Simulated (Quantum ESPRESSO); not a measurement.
**Band energies of LiBeBO$_{3}$**

```xyz
12
Lattice="4.6376 0.0000 0.0000 2.2710 4.1226 0.0000 1.7959 1.5767 5.5110" Properties=species:S:1:pos:R:3 pbc="T T T"
Li     4.9387     1.5911     3.6481
Li     3.7657     4.1082     1.8629
Be     4.8184     4.3267     4.6616
Be     3.8860     1.3726     0.8494
B      2.6236     2.8690     4.2557
B      6.0808     2.8303     1.2553
O      3.1093     1.6032     4.1957
O      5.5952     4.0961     1.3153
O      3.4203     3.9504     3.9062
O      5.2841     1.7489     1.6048
O      5.9225     3.0722     4.6596
O      2.7820     2.6271     0.8514
```

LDA (pw.x of Quantum ESPRESSO, ONCV potentials, scalar-relativistic); path XΓY,LΓZ,NΓM,RΓ; energies in eV from the valence-band maximum.

```csv
k (1/Å),point,band 24,band 25,band 26,band 27,band 28,band 29,band 30,band 31
0.00,X,-0.82,-0.75,-0.66,-0.33,-0.25,7.10,7.42,7.82
0.57,Γ,-0.76,-0.69,-0.59,-0.35,-0.15,5.88,6.62,8.09
0.96,,-0.93,-0.83,-0.59,-0.36,-0.12,6.43,6.82,8.22
1.35,Y,-1.10,-0.93,-0.40,-0.23,-0.09,6.60,7.70,8.17
1.35,L,-0.99,-0.90,-0.60,-0.36,0.00,6.97,7.06,8.89
1.71,,-0.96,-0.84,-0.64,-0.39,-0.07,6.65,7.11,8.45
2.25,Γ,-0.76,-0.69,-0.59,-0.35,-0.15,5.88,6.62,8.09
2.65,,-0.93,-0.85,-0.62,-0.39,-0.19,6.46,6.71,8.15
3.04,Z,-1.29,-1.20,-0.40,-0.30,-0.25,6.71,7.29,8.04
3.04,N,-1.41,-0.89,-0.49,-0.26,-0.23,6.78,7.31,8.45
3.46,,-0.98,-0.77,-0.73,-0.33,-0.15,6.55,6.93,7.91
3.88,Γ,-0.76,-0.69,-0.59,-0.35,-0.15,5.88,6.62,8.09
4.05,,-0.78,-0.69,-0.63,-0.34,-0.21,6.01,6.64,8.04
4.39,,-1.04,-0.74,-0.51,-0.31,-0.21,6.45,7.11,7.76
4.73,M,-1.07,-0.61,-0.57,-0.27,-0.03,6.66,7.51,7.59
4.73,R,-1.10,-0.76,-0.47,-0.35,-0.10,6.32,7.52,8.42
5.06,,-0.98,-0.76,-0.59,-0.32,-0.17,6.34,7.11,7.91
5.55,Γ,-0.76,-0.69,-0.59,-0.35,-0.15,5.88,6.62,8.09
```

The LDA gap is indirect, 5.88 eV, from L to Γ; the smallest direct gap is 6.03 eV.

Geometry of the Materials Project entry, not relaxed at this level.
